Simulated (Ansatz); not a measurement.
Ansatz input

```yaml
crystal:
  lattice:
    - [3.1072378018, 0.0, 0.0]
    - [-1.5536189009, 2.6909468719, 0.0]
    - [0.0, 0.0, 4.7485091381]
  atoms:
    - { symbol: As, position: [0.3333333333, 0.6666666667, 0.25] }
    - { symbol: As, position: [0.6666666667, 0.3333333333, 0.75] }
hamiltonian:
  xc: pbesol
  pseudopotentials:
    kind: paw
    azcp:
      As: "pseudopotentials/As.paw.azcp"
basis:
  ecutwfc: 420
  fft_grid_basis: typed
kpoints:
  mp_grid: { grid: [13, 13, 8], shift: [0, 0, 0] }
magnetization:
  spin_polarized: false
scf:
  occupations: { method: fermi_dirac, width: 0.1 }
  lower_state_search: "off"
output:
  stress: true
  write_density: true
  write_potential: true
  elf: true
  volumetric_format: npy
```

Output

```
Warning: the record states the generating functional pbe (its physics header spells it `PBE`), which answers neither for hamiltonian.xc's functional nor for the pbesol family's — results may be inconsistent (PPs are generated against a specific XC)
Engine: ansatz 0.2.0, x86_64-unknown-linux-gnu
Pseudopotentials: kind: paw
Pseudopotential: As, paw, valence charge 15, recommended cutoff 420 eV (normal) 
Functional definition: PBEsol
  exchange = pbesol_x
  correlation = pbesol_c
Crystal: 2 atoms, lattice volume = 39.704 Å³
Basis set: ecut = 420 eV, 759 PW (Γ)
Bands: 19, of which v1, the nominal top of the filled ones, is band 15 counted from 1 (14 counted from 0)
Symmetry: 24 space group operations
Space group: P63/mmc (ITA 194), of the structure as read, at distance tolerance 3.4e-5 Å
k-points: 105 of 1352
Non-local potential: As, projectors of the file, l = 0: 2, l = 1: 2, l = 2: 3, l = 3: 1
PAW form: soft (Blöchl's): semilocal exchange-correlation on the pseudo side does not see the compensation charge
PAW frozen core: As, regenerated for the run's functional, and the local potential with it (the file was generated under x = pbe(κ = 0.804, μ = 0.2195149727645171), c = pbe(β = 0.06672455060314922))
PAW one-centre angular grid: As, 590 points (default); XC on 64 Gauss nodes
Initial density: superposition of atomic densities (neutral atoms: chi_scale 0, normalization atom), corrected by the library's trained network
Initial wavefunctions: pseudopotential atomic-orbital guess
Functional: x = pbesol(κ = 0.804, μ = 0.12345679012345678), c = pbesol(β = 0.046)
SCF iter   1: F=—  HF=-9625.112496 eV  |F-HF|=—  |Δ(HF+E_count)|=         —  Δρ=1.71e-3  dr2=4.77e-4  ethr=1.77e-3  ⟨swp⟩=5.2  Hψ=8734  notcnv=0
SCF iter   2: F=—  HF=-9625.112050 eV  |F-HF|=—  |Δ(HF+E_count)|=   4.46e-4  Δρ=1.05e-3  dr2=1.80e-4  ethr=1.59e-6  ⟨swp⟩=2.0  Hψ=4390  notcnv=0
SCF iter   3: F=—  HF=-9625.112199 eV  |F-HF|=—  |Δ(HF+E_count)|=   1.49e-4  Δρ=4.23e-4  dr2=2.84e-5  ethr=6.01e-7  ⟨swp⟩=1.0  Hψ=1988  notcnv=0
SCF iter   4: F=—  HF=-9625.112229 eV  |F-HF|=—  |Δ(HF+E_count)|=   3.00e-5  Δρ=1.15e-5  dr2=1.72e-8  ethr=9.46e-8  ⟨swp⟩=2.0  Hψ=2497  notcnv=0
iter 5 did not close the SCF: its close was put off for the readings that it lacked (scf_convergence_deferred on its scf_iter line)
SCF iter   5: F=-9625.112229 eV  HF=-9625.112229 eV  |F-HF|=3.69e-10  |Δ(HF+E_count)|=   1.37e-8  Δρ=1.46e-6  dr2=2.00e-10  ethr=5.74e-11  ⟨swp⟩=2.0  Hψ=3552  notcnv=0
SCF iter   6: F=-9625.112229 eV  HF=-9625.112229 eV  |F-HF|=1.09e-11  |Δ(HF+E_count)|=  4.09e-10  Δρ=1.56e-7  dr2=2.16e-12  ethr=1.00e-12  ⟨swp⟩=3.3  Hψ=9317  notcnv=0
SCF 1 converged in 6 iterations: F = -9625.112229 eV  dr2 = 2.16e-12
SCF converged after 6 iterations
Free energy (F): -9625.112229 eV
Harris-Foulkes:  -9625.112229 eV  (|F-HF|=1.09e-11)
Internal energy: -9625.072850 eV  (E = F + TS)
E sigma→0 (E₀):  -9625.092540 eV
Entropy (-TS):   -0.039380 eV (-19.690 meV/atom)
Fermi energy:    11.642814 eV
--- Per-component energies (eV) ---
  E_band       = -434.593950
  E_kinetic    = 202.600408
  E_local      = -2987.645433  (includes V_loc(G=0)·N_el)
  E_nonlocal   = -1337.685654
  E_hartree    = 1689.842058
  E_xc         = -156.769226
  E_vxc        = -157.499934  (∫ρ·V_xc dr)
  E_paw        = -3583.572380  (= ΣΔE_a)
  E_vpaw       = 465.952512  (= ΣTr[D̂ρ^β])
  E_aug_tail   = 0.000014  (compensation charges beyond the density's cutoff)
  E_ewald      = -3453.775494
  E_core_change = 1.932857  (= ΣΔE_core)
  E_smearing   = -0.039380  (= −TS)
  E_closure    = -0.000000  (closes the sum)
  Σ components = -9625.112229   (vs F -9625.112229, Δ=0.00e0)
--- Stress (GPa, compression-positive) ---
       -6.108267      -0.000000       0.000000
        0.000000      -6.108267       0.000000
        0.000000       0.000000      -5.195961
  P = ⅓ Tr σ = -5.8042 GPa (-58.042 kbar)
--- Band table (eV; the first three rows and the last of 105) ---
  k-point 0: bands = ["-24.5373", "-24.5372", "-24.5357", "-24.5357", "-24.5294", "-24.5294", "-24.5274", "-24.5274", "-24.5083", "-24.5083", "-3.1114", "1.7516", "5.3796", "14.6926", "14.6926", "16.5665", "16.5665", "17.9643", "19.8737"]
  k-point 1: bands = ["-24.5373", "-24.5372", "-24.5366", "-24.5366", "-24.5282", "-24.5282", "-24.5274", "-24.5274", "-24.5086", "-24.5086", "-3.0132", "1.2382", "6.0758", "14.7611", "14.7611", "16.5036", "16.5036", "17.2863", "19.9737"]
  k-point 2: bands = ["-24.5374", "-24.5374", "-24.5372", "-24.5371", "-24.5303", "-24.5303", "-24.5234", "-24.5234", "-24.5097", "-24.5097", "-2.7193", "0.2597", "7.5977", "14.9595", "14.9595", "15.6498", "16.3132", "16.3132", "20.2733"]
  k-point 104: bands = ["-24.5436", "-24.5436", "-24.5288", "-24.5288", "-24.5189", "-24.5189", "-24.5145", "-24.5145", "-24.5083", "-24.5083", "2.2151", "2.2151", "6.7564", "6.7564", "8.3922", "8.3922", "15.4532", "15.4532", "21.3744"]
```
